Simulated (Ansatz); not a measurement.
Cu₂O in space group Pn-3m (No. 224; Cu on 4c, O on 2a), the program Ansatz at the r²SCAN level (PAW). The conduction-band minimum lies at Γ, with 1 equivalent valley. Second derivatives d²E/dk² of the lowest band at one valley (eV·Å²), along Cartesian directions:

```tsv
direction	d²E/dk²
[100]	8.150
[010]	8.150
[001]	8.150
[110]	8.150
[101]	8.150
[011]	8.150
```

**Question.** Find the principal effective masses, the density-of-states mass and the conductivity mass.

**Answer.** Off-diagonal terms follow from H_xy = H[110] − (H_xx + H_yy)/2, and m*/mₑ = 7.620 eV·Å² over each eigenvalue: 0.93, 0.93, 0.93. One valley's DOS mass (m₁m₂m₃)^(1/3) = 0.93, conductivity mass 3/(Σ 1/mᵢ) = 0.93 mₑ.

**Question.** What effective density of states Nc follows at 300 K for parabolic valleys?

**Answer.** Nc = 2.509e19 × 1 × (0.93)^(3/2) ≈ 2.3e19 cm⁻³.

The r²SCAN relaxation kept the symmetry of its start. No spin polarisation was allowed. No Hubbard U is applied.

Potentials: the later of the program's two PAW sets.

Edges and masses are those of Kohn–Sham bands, whose gap is no quasiparticle gap.
